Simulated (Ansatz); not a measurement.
Al$_{2}$Au (fluorite type, space group Fm-3m)

```
Al2Au
1.0
    0.00000     3.02996     3.02996
    3.02996     0.00000     3.02996
    3.02996     3.02996     0.00000
Al Au
2 1
Cartesian
  1.51498   1.51498   1.51498
  4.54494   4.54494   4.54494
  0.00000   0.00000   0.00000
```

Computed with PBE (plane waves to 420 eV, PAW, scalar-relativistic; Ansatz, a program for electronic structure). Harmonic phonons by density-functional perturbation theory on a 14×14×14 k mesh, in cm⁻¹ and rounded to 5; i marks imaginary ones, q is in fractions of the reciprocal vectors of the cell shown, and the three acoustic modes at Γ are left out. Al2Au was relaxed with its symmetry unable to fall. Spin-orbit coupling is left out, though Au is heavy.

Problem. Does any mode at Γ, L = (0.5, 0.0, 0.0), X = (0.5, 0.5, 0.0) come out imaginary?

Solution. No imaginary mode at these points (lowest 55 cm⁻¹ at L = (0.5, 0.0, 0.0)); other wave vectors were not tested.

Problem. Predict the phonon wavenumbers at Γ, L = (0.5, 0.0, 0.0), X = (0.5, 0.5, 0.0).

Solution. 
| q | wavenumbers (cm⁻¹) |
|---|---|
| Γ | 220 (×3), 245 (×3) |
| L = (0.5, 0.0, 0.0) | 55 (×2), 115, 240 (×2), 255 (×2), 260, 275 |
| X = (0.5, 0.5, 0.0) | 85 (×2), 115, 200, 205 (×2), 275, 285 (×2) |
